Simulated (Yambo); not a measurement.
Yambo run on SiC (zinc blende, space group F-43m, No. 216). The wavefunctions come from this Quantum ESPRESSO step (LDA, PseudoDojo standard norm-conserving files, scalar-relativistic):

```
&CONTROL
  calculation = 'nscf'
  pseudo_dir = './pseudo'
  outdir = './out'
/
&SYSTEM
  ibrav = 0
  nat = 2
  ntyp = 2
  ecutwfc = 82.0
  ecutrho = 328.0
  occupations = 'fixed'
  force_symmorphic = .true.
  nbnd = 78
/
&ELECTRONS
  conv_thr = 2e-09
  diago_full_acc = .true.
  diago_thr_init = 1e-08
/
ATOMIC_SPECIES
C 12.0110 C.upf
Si 28.0850 Si.upf
CELL_PARAMETERS angstrom
  0.000000000000   2.162746265000   2.162746265000
  2.162746265000   0.000000000000   2.162746265000
  2.162746265000   2.162746265000   0.000000000000
ATOMIC_POSITIONS crystal
C   0.000000000000   0.000000000000   0.000000000000
Si   0.750000000000   0.750000000000   0.750000000000
K_POINTS automatic
6 6 6 0 0 0
```

Yambo input:

```
rim_cut
gw0
dyson
el_el_corr
HF_and_locXC
ppa
em1d
RandQpts= 1000000
RandGvec= 1 Ry
EXXRLvcs= 82 Ry
VXCRLvcs= 328 Ry
Chimod= "HARTREE"
% BndsRnXp
 1 | 76 |
%
NGsBlkXp= 14 Ry
% LongDrXp
 1.0 | 1.0 | 1.0 |
%
PPAPntXp= 27.2114 eV
% GbndRnge
 1 | 76 |
%
GTermKind= "BG"
DysSolver= "n"
ExtendOut
% QPkrange
 1 | 1 | 4 | 5 |
 13 | 13 | 4 | 5 |
%
```

k points by index: 1 = Γ, 13 = X.

Resulting energies as the program prints them:

```
#    K-point    Band    Eo [eV]    E [eV]    E-Eo [eV]    Vxc [eV]    Vnlxc [eV]    Sc|Eo [eV]    Sc|E [eV]    dSc/dw|Eo [eV]    Re(Z)    Im(Z)
#
    1    4    0.000000    -0.692585    -0.692585    -14.89779    -17.56077    1.793766    1.970395    -6.938944    0.796810    -0.001112
    1    5    6.552769    6.863203    0.310434    -13.30213    -7.564909    -5.345509    -5.426792    -7.122180    0.792557    -0.001237
    13    4    -3.242417    -4.189052    -0.946635    -13.59890    -17.45209    2.650659    2.906549    -7.354856    0.787222    -0.001236
    13    5    1.310421    1.563495    0.253074    -10.77119    -6.542812    -3.921002    -3.975301    -5.836707    0.823386    -0.001011
```
(The two width columns are left out.) Convergence of these settings isn't established.

Geometry relaxed with LDA.
